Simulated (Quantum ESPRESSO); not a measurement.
```
InP
1.0
    0.00000     2.94056     2.94056
    2.94056     0.00000     2.94056
    2.94056     2.94056     0.00000
P In
1 1
Cartesian
  4.41084   4.41084   4.41084
  0.00000   0.00000   0.00000
```

Cell and atoms were relaxed with PBEsol from Materials Project entry mp-20351, within its symmetry.

**Question.** What does PBEsol (pw.x of Quantum ESPRESSO, ONCV potentials, no spin-orbit coupling) give for the electronic structure near the Fermi level?

**Answer.** The PBEsol gap is direct, 0.56 eV at Γ. Spin-orbit splittings are left out.
